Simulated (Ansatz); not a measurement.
TiO2:
```
TiO2
1.0
    4.64324     0.00000     0.00000
    0.00000     4.64324     0.00000
    0.00000     0.00000     2.96392
Ti O
2 4
Direct
  0.00000   0.00000   0.00000
  0.50000   0.50000   0.50000
  0.30513   0.30513   0.00000
  0.19487   0.80513   0.50000
  0.69487   0.69487   0.00000
  0.80513   0.19487   0.50000
```

Relaxed with PBE.

Map the electron localisation function on the plane through (0.000, 0.000, 0.000) spanned by u = [0, 0, 1] and v = [1, 1, 0] in lattice vectors, from PBE (plane waves, PAW; program Ansatz).

x is the fraction of u, y of v (the angle between them is 90°; rows are the nearest grid lines); atoms in the plane: Ti at (0.00, 0.00), Ti at (0.50, 0.50), O at (0.00, 0.31), O at (0.00, 0.69).
```
|  +#=. ... .=#+  |
| :*#=  ...  =#*: |
|%#*-.       .-*#%|
|=-:.         .:-=|
|##*+-.     .-+*##|
|@@@%*=.   .=*%@@@|
|+*@@@#-. .-#@@@*+|
|:=%@@#-   -#@@%=:|
|=*@@@+.   .+@@@*=|
|@@@*-:=***=:-*@@@|
|%%*::+#####+::*%%|
|.. .=#+. .+#=. ..|
|.. .=#+. .+#=. ..|
|%%*::+#####+::*%%|
|@@@*-:=***=:-*@@@|
|=*@@@+.   .+@@@*=|
|:=%@@#-   -#@@%=:|
|+*@@@#-. .-#@@@*+|
|@@@%*=.   .=*%@@@|
|##*+-.     .-+*##|
|=-:.         .:-=|
|%#*-.       .-*#%|
| :*#=  ...  =#*: |
|  +#=. ... .=#+  |
```
Scale: ten equal steps from 0.007 (start of ' ') to 0.833 (end of '@'), in the order ' .:-=+*#%@'; x runs from 0.000 to 1.00, y from 0.000 (bottom) to 1.00 (top).

The density is the valence pseudo-density with augmentation charge, so density and ELF within about 1 Å of a nucleus are not all-electron values.

Space group P4_2/mnm (rutile). The cell was relaxed with PBE under the symmetry of its start. At this level the phase is dynamically unstable (imaginary phonons). The run is not spin-polarised.

Potentials: the later of the program's two PAW sets.
